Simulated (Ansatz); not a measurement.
Zone-centre phonons of ZnC₂ at 21 GPa: input and output

Level of theory: DFT PBE, scalar-relativistic, plane waves, PAW in Ansatz.

It can be run as:
```bash
ansatz run input.yaml --threads 1 --pin off --backend cpu --events-out ev --progress --plain --runs-dir out  # memory cap (--max-ram) not shown
```

Input (bare energies are in eV):
```yaml
crystal:
  lattice:
    - [-1.7462956759, 1.7462956759, 2.5383920842]
    - [1.7462956759, -1.7462956759, 2.5383920842]
    - [1.7462956759, 1.7462956759, -2.5383920842]
  atoms:
    - { symbol: Zn, position: [0.0, 0.0, 0.0] }
    - { symbol: C, position: [0.6223353108, 0.6223353108, 0.0] }
    - { symbol: C, position: [0.3776646892, 0.3776646892, 0.0] }
basis:
  ecutwfc: 420
kpoints:
  mp_grid: { grid: [8, 8, 8] }
hamiltonian:
  xc: pbe
scf:
  occupations: { method: fixed }
output:
  eigenvalues: true
phonons:
  method: dfpt
  dielectric: true
  rigid_motions: translations
  eigenvectors: true
```

Results section of the output:
```
--- Phonons (Γ-DFPT): 4 representative perturbations + reference, on 150 of 512 k-points (Σ response iterations 14) ---
  k mesh reduced under 2 symmetry operations, with k and −k counted as one. Each operation leaves every solved perturbation unchanged. A smaller set is not considered because the run solves the response ...
  ASR residual: 1.092e-4 → 0.000e0 eV/Å²; symmetrization residual: 4.344e-6 eV/Å²
  ASR residual per site (eV/Å²): 2.20e-5 1.09e-4 1.09e-4
  Γ frequencies (cm⁻¹): -195.51 -195.51 0.00 0.00 0.00 399.99 399.99 611.11 2011.04
  ε∞ (high-frequency dielectric tensor):
        5.873777     0.000000    -0.000000
        0.000000     5.873777     0.000000
       -0.000000     0.000000     7.342852
  softest optical mode at Γ: -195.51 cm⁻¹; the repairs (sum rule, projections) moved no ω² at Γ by more than (1.83 cm⁻¹)²
  Born effective charges Z* (e; rows j = field, columns β = displacement):
    site 0:
         2.71735   -0.00000    0.00000
         0.00000    2.71735    0.00000
        -0.00000   -0.00000    1.46419
    site 1:
        -1.35867    0.00000    0.00000
         0.00000   -1.35867    0.00000
         0.00000    0.00000   -0.73210
    site 2:
        -1.35867    0.00000    0.00000
        -0.00000   -1.35867   -0.00000
         0.00000    0.00000   -0.73210
  Z* charge neutrality: 4.443e-4 e pre-enforcement
  solved inside a basis spanned on kpoints, on 8×8×8 k-points, its susceptibility summed on 12×12×14: ε∞ is read to err by 2.0e-2, Z* by 1.3e-2 e (field_mesh: kpoints solves on kpoints); Z* is corrected for ...
  optical modes at Γ without the LO–TO term, one row a degenerate level:
      ω (cm⁻¹) modes IR ((D/Å)²/amu)
       -195.51      2            19.3943
        399.99      2             0.0000
        611.11      1             2.8155
       2011.04      1             0.0000
  optical modes at Γ + LO–TO along q̂ = [1.0000, 0.0000, 0.0000]:
      ω (cm⁻¹) modes IR ((D/Å)²/amu)
       -195.51      1             9.6972
        274.76      1             9.6972
        399.99      2             0.0000
        611.11      1             2.8155
       2011.04      1             0.0000
  optical modes at Γ + LO–TO along q̂ = [0.0000, 1.0000, 0.0000]:
      ω (cm⁻¹) modes IR ((D/Å)²/amu)
       -195.51      1             9.6972
        274.76      1             9.6972
        399.99      2             0.0000
        611.11      1             2.8155
       2011.04      1             0.0000
  optical modes at Γ + LO–TO along q̂ = [0.0000, 0.0000, 1.0000]:
      ω (cm⁻¹) modes IR ((D/Å)²/amu)
       -195.51      2            19.3943
        399.99      2             0.0000
        632.35      1             2.8155
       2011.04      1             0.0000
```

Its imaginary modes show that this cell, built by swapping an element in a database structure, isn't a minimum of the energy.

Negative frequencies stand for imaginary ones: the cell is unstable against these modes.